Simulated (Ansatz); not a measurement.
SrIr2 (cubic Laves, MgCu2 type)

```
SrIr2
1.0
    0.00000     3.84847     3.84847
    3.84847     0.00000     3.84847
    3.84847     3.84847     0.00000
Sr Ir
2 4
Cartesian
  5.77271   5.77271   5.77271
  3.84847   3.84847   3.84847
  2.88636   0.96212   2.88636
  0.96212   0.96212   0.96212
  0.96212   2.88636   2.88636
  2.88636   2.88636   0.96212
```

Equation-of-state scan: isotropic scaling of the cell above, V₀ being its volume. Symmetry pins the atoms to their sites.

The numbers are results of r2SCAN (plane waves to 500 eV, PAW, scalar-relativistic; Ansatz, an electronic-structure program), not measurements. k mesh 11×11×11 (Γ-centred), Fermi-Dirac smearing 0.05 eV. Energies are smeared free energies. Stress and pressure are positive under compression. Spin-orbit coupling is left out, though Ir is heavy. SrIr2 is run without spin polarisation. SrIr2 was relaxed with its symmetry unable to fall. The zero of ΔE is the relaxed starting cell. The last digit holds for this mesh only.

```tsv
V (Å³/atom)	ΔE (meV/atom)
15.960	340.8
16.466	223.2
16.973	134.9
17.480	71.8
17.986	30.2
18.493	7.2
19.000	0.0
19.506	6.5
20.013	24.6
20.520	withheld
21.026	89.4
21.533	133.4
22.040	183.5
```

### Question
Fit a third-order Birch-Murnaghan form (E₀, V₀, B₀, B₀′ free) to the given rows and predict ΔE at V = 20.520.

### Answer
Least squares on the 12 given rows: ΔE = E₀ + (9V₀B₀/16)·y²·[2 + (B₀′ − 4)y], y = (V₀/V)^(2/3) − 1, with V₀ = 19.001 Å³/atom, B₀ = 160.7 GPa (160.2 GPa = 1 eV/Å³; the term in eV is multiplied by 1000), B₀′ = 4.74, E₀ = 0.10 meV/atom; root-mean-square residual 0.09 meV/atom. At 20.520 the fit gives 52.7 meV/atom; the calculation gives 52.7 meV/atom, the same to the digits shown. For the pressure the fit gives -10.3 GPa against the computed -10.3 GPa.

(A scan under strain: stresses follow from slopes of the energy per volume, elastic moduli from its curvatures.)
